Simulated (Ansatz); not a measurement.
Au:
```cif
data_Au4
_chemical_formula_sum 'Au4'
_space_group_name_H-M_alt 'P63/mmc'
_space_group_IT_number 194
_space_group_name_Hall '-P 6c 2c'
_cell_length_a 2.90392
_cell_length_b 2.90392
_cell_length_c 9.61562
_cell_angle_alpha 90.000
_cell_angle_beta 90.000
_cell_angle_gamma 120.000
loop_
_atom_site_label
_atom_site_type_symbol
_atom_site_symmetry_multiplicity
_atom_site_Wyckoff_symbol
_atom_site_fract_x
_atom_site_fract_y
_atom_site_fract_z
_atom_site_occupancy
Au1 Au 2 c 0.33333 0.66667 0.25000 1
Au2 Au 2 a 0.00000 0.00000 0.00000 1
```

Relaxed with r²SCAN.

### Question
Which orbitals make up the states near the Fermi level in r²SCAN (plane waves, PAW; program Ansatz)?

### Answer
Within 0.5 eV of the Fermi level: Au 6s 46 %, Au 5d 31 %, outside the projected shells 23 %. Projections are on Löwdin-orthogonalised atomic valence shells; empty p or d shells of many metals are not among them.

### Question
Tabulate the density of states.

### Answer
States/eV per cell of 4 atoms, in 0.25 eV bins, energy from the Fermi level.

```tsv
E (eV)	total	Au 5d	Au 6s	Au 5p
-7.85	0.71	0.09	0.61	0.01
-7.60	0.93	0.19	0.73	0.01
-7.35	1.85	0.81	1.02	0.01
-7.10	3.77	2.39	1.36	0.01
-6.85	5.21	3.88	1.30	0.01
-6.60	6.21	5.07	1.11	0.02
-6.35	8.50	7.58	0.87	0.02
-6.10	6.72	6.27	0.40	0.01
-5.85	5.53	5.24	0.24	0.01
-5.60	5.59	5.35	0.18	0.01
-5.35	8.89	8.48	0.31	0.02
-5.10	8.99	8.65	0.26	0.01
-4.85	9.10	8.71	0.29	0.01
-4.60	10.92	10.38	0.40	0.02
-4.35	9.68	9.16	0.39	0.01
-4.10	8.42	7.91	0.36	0.01
-3.85	7.61	7.19	0.29	0.01
-3.60	6.53	6.20	0.22	0.01
-3.35	7.86	7.56	0.20	0.01
-3.10	6.99	6.73	0.18	0.00
-2.85	7.11	6.87	0.17	0.00
-2.60	8.03	7.80	0.17	0.00
-2.35	10.45	10.21	0.20	0.00
-2.10	9.29	9.01	0.24	0.00
-1.85	1.27	0.94	0.29	0.00
-1.60	1.09	0.70	0.34	0.00
-1.35	1.07	0.62	0.39	0.00
-1.10	1.04	0.54	0.42	0.00
-0.85	1.06	0.48	0.45	0.00
-0.60	1.07	0.44	0.47	0.00
-0.35	1.10	0.39	0.49	0.00
-0.10	1.11	0.36	0.51	0.00
0.15	1.12	0.32	0.52	0.00
0.40	1.11	0.29	0.51	0.00
0.65	1.04	0.24	0.49	0.00
0.90	1.04	0.22	0.50	0.00
1.15	1.01	0.19	0.49	0.00
1.40	1.03	0.18	0.49	0.00
1.65	1.15	0.18	0.55	0.00
1.90	1.07	0.16	0.53	0.00
2.15	1.02	0.13	0.53	0.00
2.40	1.06	0.12	0.55	0.00
2.65	1.03	0.11	0.55	0.00
2.90	1.08	0.11	0.62	0.00
3.15	1.07	0.10	0.62	0.00
3.40	0.93	0.07	0.52	0.00
3.65	0.96	0.07	0.58	0.00
3.90	1.48	0.12	0.97	0.00
4.15	1.49	0.10	0.83	0.00
4.40	1.43	0.08	0.54	0.00
4.65	1.20	0.06	0.37	0.00
```

Space group P6_3/mmc (dhcp (α-La type)). The start of the workflow was typed in or built on a structure type; the Crystallography Open Database files this formula in space group No. 194, but the cells were not matched. It is not the phase usual at ambient conditions (space group No. 225). Symmetry was held in the r²SCAN relaxation; its stability against distortions is not shown here. Spin–orbit coupling is left out wherever it is not named.

Potentials: the earlier of the program's two PAW sets.
